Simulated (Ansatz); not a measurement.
The start is a relaxed BAs cell, doubled along one cell vector, shaken by Gaussian noise of σ = 0.08 Å a coordinate. Cell shape, volume and atoms are optimised at zero target pressure with PBEsol (plane waves to 420 eV, PAW, scalar-relativistic; Ansatz, an electronic-structure program). The first steps use a coarse 8×4×8 k-mesh.

Initial structure:
```yaml
crystal:
  lattice:
    - [0.00000, 2.38386, 2.38386]
    - [4.76772, 0.00000, 4.76772]
    - [2.38386, 2.38386, 0.00000]
  atoms:
    - { symbol: As, position: [0.73255, 0.36828, 0.81468] }
    - { symbol: As, position: [0.70416, 0.87104, 0.77021] }
    - { symbol: B, position: [0.96949, 0.99385, 0.01388] }
    - { symbol: B, position: [0.01225, 0.47967, 0.01438] }
```

Q: How much energy is released per atom?

A: 0.087 eV/atom.

Q: Is the parent structure recovered?

A: The parent structure is recovered, F-43m (No. 216).

Q: How do the shortest distances between atoms change?

A: The closest pairs of elements (up to four, under 3.6 Å), start → end: As–B 1.94 → 2.06 Å; B–B 3.25 → 3.37 Å; As–As 3.27 → 3.37 Å.

Q: Is the relaxed structure metallic? Give its gap.

A: 1.08 eV, indirect (valence top at Γ, conduction bottom at 82 % of the way from Γ to X) (no spin-orbit coupling).

It ends as:

Space group F-43m (No. 216); a = b = c = 4.7677 Å, α = β = γ = 90.00°

| atom | site | symmetry | x | y | z |
|---|---|---|---|---|---|
| As | 4d | -43m | 0.7500 | 0.7500 | 0.7500 |
| B | 4a | -43m | 0.0000 | 0.0000 | 0.0000 |
(The calculation used a cell of 2 atoms; values per cell refer to that cell.)

Final values are on a 12×12×12 k-mesh of the relaxed cell. No spin polarisation in the result.
